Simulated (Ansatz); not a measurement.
The calculation used Ansatz 0.2.0, DFT PBE, scalar-relativistic, plane waves, PAW. All cells share a 420 eV cutoff and Γ-centred k meshes spaced at most about 0.3 Å⁻¹ (about 0.25 or finer for metals, 2π included). No spin polarisation in the final relaxations.

Temperature and zero-point effects are left out.

Compare these two cells of K₂ZrO₂, each relaxed at this level.

A. Space group P4/mbm (No. 127), tetragonal, a = 6.116 Å, c = 5.321 Å. K has 2 O at 2.79 Å, 1 K at 2.86 Å, 4 K at 3.23 Å, 4 Zr at 3.51 Å and 4 O at 3.65 Å; Zr has 4 O at 2.17 Å and 8 K at 3.51 Å; O is surrounded by 2 Zr at 2.17 Å, 2 K at 2.79 Å, 4 O at 3.06 Å and 4 K at 3.65 Å.

B. Space group P-3m1 (No. 164), trigonal, a = 3.931 Å, c = 11.802 Å. Around K lie 3 O at 2.54 Å and 3 Zr at 3.84 Å; Zr has 2 O at 1.95 Å and 6 K at 3.84 Å; around O lie 1 Zr at 1.95 Å and 3 K at 2.54 Å.

Question: Which would you expect to be lower, and how large is the difference?

Answer: B is lower, by 71 meV/atom. A has space group P4/mbm (No. 127), 19.9 Å³/atom and a gap of 0.08 eV on its mesh; B has space group P-3m1 (No. 164), 31.6 Å³/atom and no gap. Counting O atoms around K and Zr (those within 1.25 times the shortest such distance or 1.15 times the sum of covalent radii), A has K 2, Zr 4 and B has K 3, Zr 2. Both come from invented guesses. A third cell relaxed alike, in P-3m1, lies 283 meV/atom below the lower of the two.

No dispersion correction is applied, so the spacing and binding between layers, chains or molecules are poorly described (P-3m1), and this can change margins and order among such cells. Cells relaxed within their symmetry can be saddle points.
